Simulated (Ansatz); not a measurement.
ZrO2 in space group P4_2/nmc (No. 137; Zr on 2a, O on 4d), DFT-LDA in the program Ansatz with PAW potentials. The conduction-band minimum lies at Γ, with 1 equivalent valley. Second derivatives d²E/dk² of the lowest band at one valley (eV·Å²), along Cartesian directions:

```
direction  d²E/dk²
---------  -------
[100]        13.80
[010]        13.80
[001]        3.724
[110]        13.80
[101]        8.764
[011]        8.764
```

Find the principal effective masses, the density-of-states mass and the conductivity mass.

Off-diagonal terms follow from H_xy = H[110] − (H_xx + H_yy)/2, and m*/mₑ = 7.620 eV·Å² over each eigenvalue: 0.55, 0.55, 2.0. One valley's DOS mass (m₁m₂m₃)^(1/3) = 0.85, conductivity mass 3/(Σ 1/mᵢ) = 0.73 mₑ.

What effective density of states Nc follows at 300 K for parabolic valleys?

Nc = 2.509e19 × 1 × (0.85)^(3/2) ≈ 2.0e19 cm⁻³.

This is a known high-temperature phase of the composition, computed here at zero pressure and temperature. Symmetry was held in the LDA relaxation; whether a distortion lowers the energy is not shown. The run is not spin-polarised. Spin–orbit coupling is left out wherever it is not named.

Potentials: the later of the program's two PAW sets.

Edges and masses are those of Kohn–Sham bands, whose gap is no quasiparticle gap.
